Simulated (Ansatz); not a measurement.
Relaxed Nb (bcc, W type):

```
CELL_PARAMETERS angstrom
     -3.30962     3.30962     3.30962
      1.65481    -1.65481     1.65481
      1.65481     1.65481    -1.65481
ATOMIC_POSITIONS crystal
  Nb 0.00000 0.00000 0.00000
  Nb 0.50000 0.00000 0.00000
```

In this cell atom 2 (Nb, nearest neighbour Nb at 2.866 Å; its periodic images, 2.9 Å or more away, move with it) is moved by s along Cartesian x, unit vector (1.000, 0.000, 0.000); all other atoms and the cell stay fixed.

These are PBE (plane waves to 420 eV, PAW, scalar-relativistic; Ansatz, a quantum-chemistry and plane-wave program) values and carry that method's errors. k mesh 8×16×16 (Γ-centred), Fermi-Dirac smearing 0.05 eV. E stands for the smeared free energy. Compression counts positive. With partly filled bands, energies and forces of such displacements shift with the k mesh and the smearing. F∥ is the force on the atom along that direction. On this mesh the relaxed cell isn't quite at rest: it carries a pressure of -0.1 GPa (compression positive) at the zero of the scan. Nb is run without spin polarisation. Nb was relaxed with its symmetry unable to fall. The zero of ΔE is the undisplaced structure.

```tsv
s (Å)	ΔE (meV/cell)	F∥ (eV/Å)	P (GPa)
-0.570	505	1.241	3.7
-0.456	367	1.189	2.0
-0.342	234	1.118	1.0
-0.228	116	0.914	0.4
-0.114	32	0.541	0.1
0.000	0	0.000	-0.1
0.114	32	-0.541	0.1
0.228	116	-0.914	0.4
0.342	234	-1.118	1.0
0.456	367	-1.189	2.0
0.570	505	-1.241	3.7
```

Key numbers:

```
Item                                                                                                                                                 Value
--------------------------------------------------------  ------------------------------------------------------------------------------------------------
Energy at s = 0.570 Å                                                                                                                         505 meV/cell
Force along the line at s = -0.570 Å                                                                                                             1.24 eV/Å
Symmetry of the curve                                                                                                        even: the same for both signs
Shape of the curve                                                                          a single well with its minimum at or next to zero displacement
Force constant k = d²E/ds² at s = 0 (finite differences)                                                                                        4.99 eV/Å²
Harmonic estimate at the end of the scan                  ½ks² = 811 meV/cell against the computed 505 meV/cell, so the well is softer than harmonic there
```

The 11 points together took about 2.2 core-minutes (a rough figure).

(A displaced cell: forces are minus the slopes of the energy, force constants its curvatures, and phonons follow from these.)
